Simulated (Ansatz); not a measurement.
Ca:
```
Ca
1.0
    0.00000     4.21990     4.21990
    4.21990     0.00000     4.21990
    4.21990     4.21990     0.00000
Ca
2
Direct
  0.00000   0.00000   0.00000
  0.25000   0.25000   0.25000
```

Relaxed with PBEsol.

Problem. Decompose the optical modes at the zone centre into irreducible representations, and say which are infrared and Raman allowed.

Solution. Point group m-3m: Γ_opt = T2g. Infrared: none. Raman: T2g.

Problem. Assign frequencies (DFPT, plane-wave PAW PBEsol (Ansatz code)).

Solution. T2g 123 cm⁻¹.

Space group Fd-3m (diamond). The start of the workflow was typed in or built on a structure type; neither database checked (COD, Materials Project) lists it. It is not the phase usual at ambient conditions (space group No. 225). The cell was relaxed with PBEsol under the symmetry of its start. At this level the phase is mechanically unstable. As this level gives no gap, phonon frequencies hold no LO–TO term and depend on the k-mesh and smearing (Fermi–Dirac, 0.1 eV here).

Potentials: the later of the program's two PAW sets.
